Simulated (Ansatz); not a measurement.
Input, command and steps of an Ansatz relaxation.

```yaml
crystal:
  lattice:
    - [6.4278383384, 0.0, 0.0]
    - [-3.2139191692, 5.5666712924, 0.0]
    - [0.0, 0.0, 5.1593320326]
  atoms:
    - { symbol: Sb, position: [0.3333333333, 0.6666666667, 0.25] }
    - { symbol: Sb, position: [0.6666666667, 0.3333333333, 0.75] }
    - { symbol: S, position: [0.833, 0.666, 0.25] }
    - { symbol: S, position: [0.167, 0.833, 0.75] }
    - { symbol: S, position: [0.334, 0.167, 0.25] }
    - { symbol: S, position: [0.167, 0.334, 0.75] }
    - { symbol: S, position: [0.833, 0.167, 0.25] }
    - { symbol: S, position: [0.666, 0.833, 0.75] }
basis:
  ecutwfc: 500
kpoints:
  mp_grid: { grid: [3, 3, 4] }
hamiltonian:
  xc: r2scan
scf:
  occupations: { method: gaussian, width: 0.1 }
  lower_state_search: "off"
output:
  forces: true
  stress: true
  eigenvalues: true
relax:
  adjacent_minimum: "off"
  f_tol: 0.04
  max_steps: 70
  cell: { stress_tol: 0.4 }
```

```bash
ansatz run input.yaml --threads 1 --pin off --max-ram 2560MiB --backend cpu --events-out ev --progress --plain --runs-dir out
```

All numbers below come from DFT r2SCAN, scalar-relativistic, plane waves, PAW in Ansatz.

Of 10 frames 10 are shown, positions in Å and forces in eV/Å; the SCF threshold varies from step to step. Steps run on the plane waves of an earlier cell, with a Pulay correction in the pressure. The basis is chosen afresh for the last frame, the zero of the energies, and at times for earlier ones too; energy and pressure step there, also at an unchanged geometry.

```xyz
8
Lattice="6.4278 0.0000 0.0000 -3.2139 5.5667 0.0000 0.0000 0.0000 5.1593" Properties=species:S:1:pos:R:3:forces:R:3 pbc="T T T" step=1 free_energy_over_end_meV_per_atom=247.52 pressure_GPa=-10.58
Sb    0.0000    3.7111    1.2898    0.0000    0.0000    0.0000
Sb    3.2139    1.8556    3.8695    0.0000    0.0000    0.0000
S     3.2139    3.7074    1.2898    0.0000   -0.5390    0.0000
S    -1.6037    4.6370    3.8695    0.4668   -0.2695    0.0000
S     1.6102    0.9296    1.2898    0.4668    0.2695    0.0000
S     0.0000    1.8593    3.8695    0.0000    0.5390    0.0000
S     4.8177    0.9296    1.2898   -0.4668    0.2695    0.0000
S     1.6037    4.6370    3.8695   -0.4668   -0.2695    0.0000
8
Lattice="6.1413 0.0000 0.0000 -3.0707 5.3185 0.0000 0.0000 0.0000 4.9040" Properties=species:S:1:pos:R:3:forces:R:3 pbc="T T T" step=2 free_energy_over_end_meV_per_atom=78.39 pressure_GPa=-4.10
Sb    0.0000    3.5457    1.2260    0.0000    0.0000    0.0000
Sb    3.0707    1.7728    3.6780    0.0000    0.0000    0.0000
S     3.0707    3.4843    1.2260    0.0000   -0.2881    0.0000
S    -1.4822    4.4014    3.6780    0.2495   -0.1441    0.0000
S     1.5885    0.9171    1.2260    0.2495    0.1441    0.0000
S     0.0000    1.8342    3.6780    0.0000    0.2881    0.0000
S     4.5529    0.9171    1.2260   -0.2495    0.1441    0.0000
S     1.4822    4.4014    3.6780   -0.2495   -0.1441    0.0000
8
Lattice="5.9773 0.0000 0.0000 -2.9887 5.1765 0.0000 0.0000 0.0000 4.7792" Properties=species:S:1:pos:R:3:forces:R:3 pbc="T T T" step=3 free_energy_over_end_meV_per_atom=64.23 pressure_GPa=3.01
Sb    0.0000    3.4510    1.1948    0.0000    0.0000    0.0000
Sb    2.9887    1.7255    3.5844    0.0000    0.0000    0.0000
S     2.9887    3.3299    1.1948    0.0000    0.1457    0.0000
S    -1.3895    4.2532    3.5844   -0.1262    0.0728    0.0000
S     1.5992    0.9233    1.1948   -0.1262   -0.0728    0.0000
S     0.0000    1.8466    3.5844    0.0000   -0.1457    0.0000
S     4.3781    0.9233    1.1948    0.1262   -0.0728    0.0000
S     1.3895    4.2532    3.5844    0.1262    0.0728    0.0000
8
Lattice="6.0232 0.0000 0.0000 -3.0116 5.2163 0.0000 0.0000 0.0000 4.8730" Properties=species:S:1:pos:R:3:forces:R:3 pbc="T T T" step=4 free_energy_over_end_meV_per_atom=56.98 pressure_GPa=-0.24
Sb    0.0000    3.4775    1.2183    0.0000    0.0000    0.0000
Sb    3.0116    1.7388    3.6548    0.0000    0.0000    0.0000
S     3.0116    3.3643    1.2183    0.0000   -0.0380    0.0000
S    -1.4078    4.2903    3.6548    0.0329   -0.0190    0.0000
S     1.6038    0.9260    1.2183    0.0329    0.0190    0.0000
S     0.0000    1.8520    3.6548    0.0000    0.0380    0.0000
S     4.4194    0.9260    1.2183   -0.0329    0.0190    0.0000
S     1.4078    4.2903    3.6548   -0.0329   -0.0190    0.0000
8
Lattice="5.9986 0.0000 0.0000 -2.9993 5.1949 0.0000 0.0000 0.0000 4.9197" Properties=species:S:1:pos:R:3:forces:R:3 pbc="T T T" step=5 free_energy_over_end_meV_per_atom=55.18 pressure_GPa=-0.17
Sb    0.0000    3.4633    1.2299    0.0000    0.0000    0.0000
Sb    2.9993    1.7316    3.6898    0.0000    0.0000    0.0000
S     2.9993    3.3394    1.2299    0.0000   -0.0189    0.0000
S    -1.3924    4.2671    3.6898    0.0164   -0.0095    0.0000
S     1.6069    0.9278    1.2299    0.0164    0.0095    0.0000
S     0.0000    1.8555    3.6898    0.0000    0.0189    0.0000
S     4.3916    0.9278    1.2299   -0.0164    0.0095    0.0000
S     1.3924    4.2671    3.6898   -0.0164   -0.0095    0.0000
8
Lattice="5.8616 0.0000 0.0000 -2.9308 5.0763 0.0000 0.0000 0.0000 5.1483" Properties=species:S:1:pos:R:3:forces:R:3 pbc="T T T" step=6 free_energy_over_end_meV_per_atom=26.38 pressure_GPa=0.38
Sb    0.0000    3.3842    1.2871    0.0000    0.0000    0.0000
Sb    2.9308    1.6921    3.8612    0.0000    0.0000    0.0000
S     2.9308    3.2195    1.2871    0.0000   -0.0069    0.0000
S    -1.3228    4.1479    3.8612    0.0059   -0.0034    0.0000
S     1.6080    0.9284    1.2871    0.0059    0.0034    0.0000
S     0.0000    1.8567    3.8612    0.0000    0.0069    0.0000
S     4.2536    0.9284    1.2871   -0.0059    0.0034    0.0000
S     1.3228    4.1479    3.8612   -0.0059   -0.0034    0.0000
8
Lattice="5.7027 0.0000 0.0000 -2.8514 4.9387 0.0000 0.0000 0.0000 5.3952" Properties=species:S:1:pos:R:3:forces:R:3 pbc="T T T" step=7 free_energy_over_end_meV_per_atom=5.84 pressure_GPa=2.00
Sb    0.0000    3.2925    1.3488    0.0000    0.0000    0.0000
Sb    2.8514    1.6462    4.0464    0.0000    0.0000    0.0000
S     2.8514    3.1107    1.3488    0.0000    0.1085    0.0000
S    -1.2683    4.0247    4.0464   -0.0939    0.0542    0.0000
S     1.5831    0.9140    1.3488   -0.0939   -0.0542    0.0000
S     0.0000    1.8280    4.0464    0.0000   -0.1085    0.0000
S     4.1196    0.9140    1.3488    0.0939   -0.0542    0.0000
S     1.2683    4.0247    4.0464    0.0939    0.0542    0.0000
8
Lattice="5.7071 0.0000 0.0000 -2.8536 4.9425 0.0000 0.0000 0.0000 5.4983" Properties=species:S:1:pos:R:3:forces:R:3 pbc="T T T" step=8 free_energy_over_end_meV_per_atom=1.30 pressure_GPa=0.68
Sb    0.0000    3.2950    1.3746    0.0000    0.0000    0.0000
Sb    2.8536    1.6475    4.1237    0.0000    0.0000    0.0000
S     2.8536    3.1136    1.3746    0.0000    0.0078    0.0000
S    -1.2696    4.0280    4.1237   -0.0067    0.0039    0.0000
S     1.5839    0.9145    1.3746   -0.0067   -0.0039    0.0000
S     0.0000    1.8290    4.1237    0.0000   -0.0078    0.0000
S     4.1232    0.9145    1.3746    0.0067   -0.0039    0.0000
S     1.2696    4.0280    4.1237    0.0067    0.0039    0.0000
8
Lattice="5.7021 0.0000 0.0000 -2.8511 4.9382 0.0000 0.0000 0.0000 5.5965" Properties=species:S:1:pos:R:3:forces:R:3 pbc="T T T" step=9 free_energy_over_end_meV_per_atom=-0.24 pressure_GPa=0.09
Sb    0.0000    3.2921    1.3991    0.0000    0.0000    0.0000
Sb    2.8511    1.6461    4.1974    0.0000    0.0000    0.0000
S     2.8511    3.1005    1.3991    0.0000   -0.0192    0.0000
S    -1.2595    4.0193    4.1974    0.0166   -0.0096    0.0000
S     1.5915    0.9189    1.3991    0.0166    0.0096    0.0000
S     0.0000    1.8377    4.1974    0.0000    0.0192    0.0000
S     4.1106    0.9189    1.3991   -0.0166    0.0096    0.0000
S     1.2595    4.0193    4.1974   -0.0166   -0.0096    0.0000
8
Lattice="5.7021 0.0000 0.0000 -2.8511 4.9382 0.0000 0.0000 0.0000 5.5965" Properties=species:S:1:pos:R:3:forces:R:3 pbc="T T T" step=10 free_energy_over_end_meV_per_atom=0.00 pressure_GPa=0.09
Sb    0.0000    3.2921    1.3991    0.0000    0.0000    0.0000
Sb    2.8511    1.6461    4.1974    0.0000    0.0000    0.0000
S     2.8511    3.1005    1.3991    0.0000   -0.0196    0.0000
S    -1.2595    4.0193    4.1974    0.0169   -0.0098    0.0000
S     1.5915    0.9189    1.3991    0.0169    0.0098    0.0000
S     0.0000    1.8377    4.1974    0.0000    0.0196    0.0000
S     4.1106    0.9189    1.3991   -0.0169    0.0098    0.0000
S     1.2595    4.0193    4.1974   -0.0169   -0.0098    0.0000
```

The start puts this composition into another compound's structure type, which needn't suit it. At the end the space group is P6_3/mmc (tolerance 0.05 Å).

It took 2.7 min on 1 thread of AMD EPYC 7R43 64-Core Processor (Zen 3) (shared host), peak memory 0.9 GiB.

The k mesh is coarse.